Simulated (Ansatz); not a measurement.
K3GaF6 in space group Fm-3m (No. 225; K on 8c, K on 4b, Ga on 4a, F on 24e), plane-wave PAW r²SCAN (Ansatz code). The conduction-band minimum lies at Γ, with 1 equivalent valley. Second derivatives d²E/dk² of the lowest band at one valley (eV·Å²), along Cartesian directions:

| direction | d²E/dk² |
|---|---|
| [100] | 13.96 |
| [010] | 13.96 |
| [001] | 13.96 |
| [110] | 13.96 |
| [101] | 13.96 |
| [011] | 13.96 |

Task: Find the principal effective masses, the density-of-states mass and the conductivity mass.

Result: Off-diagonal terms follow from H_xy = H[110] − (H_xx + H_yy)/2, and m*/mₑ = 7.620 eV·Å² over each eigenvalue: 0.55, 0.55, 0.55. One valley's DOS mass (m₁m₂m₃)^(1/3) = 0.55, conductivity mass 3/(Σ 1/mᵢ) = 0.55 mₑ.

Task: What effective density of states Nc follows at 300 K for parabolic valleys?

Result: Nc = 2.509e19 × 1 × (0.55)^(3/2) ≈ 1.0e19 cm⁻³.

The first step of the workflow began from a Materials Project structure, measured or hypothetical; the Crystallography Open Database files this formula in space group No. 225, but the cells were not matched. Its standing as an ambient phase is unchecked. The cell was relaxed with r²SCAN under the symmetry of its start; its stability against distortions is not shown here. Spin–orbit coupling is left out wherever it is not named.

Potentials: the later of the program's two PAW sets.

Edges and masses are those of Kohn–Sham bands, whose gap is no quasiparticle gap.
